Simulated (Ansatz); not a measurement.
## Sn₃PbS₄ (P4/mmm) at 2 levels of theory

One geometry, relaxed with PBE; plane waves with PAW potentials in Ansatz, scalar-relativistic unless the row names spin-orbit coupling. No spin polarisation but for the spin–orbit row. Gaps are the least over mesh and band path; pressure is positive in compression.

Space group P4/mmm (No. 123). a = 4.167 Å, b = 4.167 Å, c = 11.784 Å, α = 90.00°, β = 90.00°, γ = 90.00°
```csv
atom,site,symmetry,x,y,z
Sn,2g,4mm,0.0000,0.0000,0.7520
Sn,1c,4/mmm,0.5000,0.5000,0.0000
Pb,1d,4/mmm,0.5000,0.5000,0.5000
S,1a,4/mmm,0.0000,0.0000,0.0000
S,2h,4mm,0.5000,0.5000,0.2457
S,1b,4/mmm,0.0000,0.0000,0.5000
```

```csv
level,cutoff (eV),k mesh,gap (eV),pressure (GPa)
PBE,420,8×8×4,0.04,0.0
```

What comes out on the same cell with PBE with spin-orbit coupling?

| level | cutoff (eV) | k mesh | gap (eV) | pressure (GPa) |
| --- | --- | --- | --- | --- |
| PBE with spin-orbit coupling | 420 | 8×8×4 | 0.02 | -0.2 |

Spin-orbit coupling matters for the bands of heavy elements and enters only rows that name it.

It was reached by relaxing an invented guess, and it needn't be the stable form of this composition.
